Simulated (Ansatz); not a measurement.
BAs:
```yaml
crystal:
  lattice:
    - [3.16777, 0.00000, 0.00000]
    - [0.00000, 3.16777, 0.00000]
    - [0.00000, 0.00000, 5.74865]
  atoms:
    - { symbol: B, position: [0.00000, 0.50000, 0.00000] }
    - { symbol: B, position: [0.50000, 0.00000, 0.50000] }
    - { symbol: As, position: [0.50000, 0.50000, 0.75000] }
    - { symbol: As, position: [0.50000, 0.50000, 0.25000] }
```

This is the PBE-relaxed structure.

**Question.** All from the program Ansatz at the PBE level (PAW), unless another level is named. Predict the electronic character.

**Answer.** metallic (no gap).

**Question.** Next, the density of states at the Fermi level?

**Answer.** 0.35 states/eV per atom (mean over ±0.08 eV).

**Question.** Give the formation energy from the elements (no fitted shifts).

**Answer.** 86 kJ/mol of atoms.

Space group P4_2/mmc. The cell is a constructed one: a structure type filled with these elements; neither database checked (COD, Materials Project) lists it. It is not the phase usual at ambient conditions (space group No. 216). The PBE relaxation kept the symmetry of its start; its stability against distortions is not shown here. The references are the lowest solids computed at this level, not always the standard phases. Spin–orbit coupling is left out wherever it is not named.

Potentials: the later of the program's two PAW sets.
